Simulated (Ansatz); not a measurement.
Is this Cu₂Ni structure stable?

The cell was found from a structure generator's guess, not taken from experiment.

Theory: DFT PBE, scalar-relativistic, plane waves, PAW (Ansatz 0.2.0). Cutoff 420 eV, Γ-centred 12×12×10 mesh (6-atom cell), Gaussian smearing of 0.10 eV, no spin polarisation.

Space group P-62m (No. 189). a = 4.378 Å, b = 4.378 Å, c = 4.172 Å, α = 90.00°, β = 90.00°, γ = 120.00°
```json
{"atom": "Cu", "site": "1a", "symmetry": "-62m", "x": "0.0000", "y": "0.0000", "z": "0.0000"}
{"atom": "Cu", "site": "3g", "symmetry": "m2m", "x": "0.0000", "y": "0.3376", "z": "0.5000"}
{"atom": "Ni", "site": "2c", "symmetry": "-6..", "x": "0.6667", "y": "0.3333", "z": "0.0000"}
```

Formation energies are uncorrected and refer to the elements' standard structures at the same level.

Q: These tests were run: energy against the elements; random kick, then relaxation without symmetry; phonons on a 2×2×2 q mesh; elastic tensor. What do they show?

A:

```tsv
test	result
energy against the elements	+0.02 eV/atom
random kick, then relaxation without symmetry	returns
phonons on a 2×2×2 q mesh	no imaginary mode on the mesh
elastic tensor	least eigenvalue 47 GPa
```

It fails none of these tests outright. Whether a mixture of other phases lies lower isn't tested here. Undecided within the accuracy: energy against the elements.

For metals, differences of a few meV/atom aren't resolved. Trial moments died out on the coarse mesh, so the last step has no spin; another magnetic start might hold. The kick test ran on a coarse mesh. The run for the phonons used a 12×12×10 k mesh and Fermi–Dirac smearing of 0.15 eV. The run for the elastic tensor used a 12×12×10 k mesh and Fermi–Dirac smearing of 0.15 eV.
